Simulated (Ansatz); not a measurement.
# KTaO3

```xyz
5
Lattice="3.9883 0.0000 0.0000 0.0000 3.9883 0.0000 0.0000 0.0000 3.9883" Properties=species:S:1:pos:R:3 pbc="T T T"
K     1.9942    1.9942    1.9942
Ta    0.0000    0.0000    0.0000
O     1.9942    0.0000    0.0000
O     0.0000    1.9942    0.0000
O     0.0000    0.0000    1.9942
```

Atoms are numbered in the order listed.

The cell comes from COD entry 2102087, which wasn't checked; take it as a given geometry.

Spin–orbit coupling is left out, though it moves levels of the heavy atoms by tenths of an eV or more.

Levels of theory: DFT, LDA, all-electron LAPW, scalar-relativistic (Ansatz 0.2.0); DFT, LDA, PAW with Ansatz's default frozen-core files, scalar-relativistic (Ansatz 0.2.0); DFT, LDA, all-electron PAW with datasets made for the crystal, scalar-relativistic (Ansatz 0.2.0).

For LAPW: a Γ-centred 5×5×5 k mesh, Fermi–Dirac smearing of 0.01 eV, basis error target 0.5 meV/atom, no spin polarisation. PAW takes a cutoff of 420 eV at this cell (files made with PBE, cores remade for this functional). The crystal-made all-electron datasets (AE datasets) take a cutoff of 540 eV at this cell. The Ansatz runs share mesh, smearing and spin set-up. Values come from LAPW unless marked.

Spin–orbit coupling is left out, which moves gradients at and beside heavy atoms by some per cent and at worst by a factor of two.

```
Field gradients Vzz (crystal-made datasets) : K1 0 (under 0.004), Ta2 0 (under 0.004), O3 1.68 (η = 0.00) in 10²¹ V/m²
Volume per atom                             : 12.69 Å³
```

Q: Give the computed value. Bader charges (from the PAW run).

A: K1 +0.81, Ta2 +2.86, O3 -1.22 e.

Q: Predict this quantity. Band gap.

A: 2.07 eV, indirect from R (0.5, 0.5, 0.5) to Γ.

Q: Give the computed value. Pressure at this cell.

A: -5.53 GPa.

Q: Löwdin charges (with 0.20 e of the cell spilling out of the atomic basis, so their sizes and signs hang on that basis): what does the calculation give?

A: K1 0.80, Ta2 1.54, O3 -0.72 e.

Q: Give the computed value. Smallest direct gap on the path.

A: 2.68 eV.
